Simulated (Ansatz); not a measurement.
With the program Ansatz at the r²SCAN level (PAW), P in the diamond structure (Fd-3m) relaxes to a = 5.433 Å. P has 4 nearest neighbours from 2.35 Å (tetrahedral).

Electronic character: metallic (no gap).

The bulk modulus is 42.5 GPa. The relaxed-ion elastic constants in GPa are C11 = -8.9, C12 = 70.1, C44 = -77.3.

The start of the workflow was typed in or built on a structure type; neither database checked (COD, Materials Project) lists it. It is not the phase usual at ambient conditions (space group No. 64). The cell was relaxed with r²SCAN under the symmetry of its start. At this level the phase is mechanically unstable. As this level gives no gap, shear constants depend on the k-mesh and smearing (Fermi–Dirac, 0.1 eV here).

Potentials: the earlier of the program's two PAW sets.
